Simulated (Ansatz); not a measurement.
Here is the system:

Nb₃Sn:
Space group Fm-3m (No. 225); a = b = c = 6.687 Å, α = β = γ = 90.00°

```json
[
 {"atom": "Sn", "site": "4a", "symmetry": "m-3m", "x": "0.0000", "y": "0.0000", "z": "0.0000"},
 {"atom": "Nb", "site": "4b", "symmetry": "m-3m", "x": "0.5000", "y": "0.5000", "z": "0.5000"},
 {"atom": "Nb", "site": "8c", "symmetry": "-43m", "x": "0.2500", "y": "0.2500", "z": "0.2500"}
]
```
(The calculation used a cell of 4 atoms; values per cell refer to that cell.)

This is the r²SCAN-relaxed structure.

### Question
All from r²SCAN (plane waves, PAW; program Ansatz), unless another level is named. Estimate the density of states at the Fermi level.

### Answer
1.2 states/eV per atom (mean over ±0.08 eV).

### Question
What about the formation energy from the elements (no fitted shifts)?

### Answer
-0.040 eV/atom.

A made-up cell: these elements were put on the sites of a structure type; neither database checked (COD, Materials Project) lists it. It is not the phase usual at ambient conditions (space group No. 223). The cell was relaxed with r²SCAN under the symmetry of its start. At this level the phase is mechanically unstable. No spin polarisation was allowed. The references are the lowest solids computed at this level, not always the standard phases. Spin–orbit coupling is left out wherever it is not named.

Potentials: the later of the program's two PAW sets.
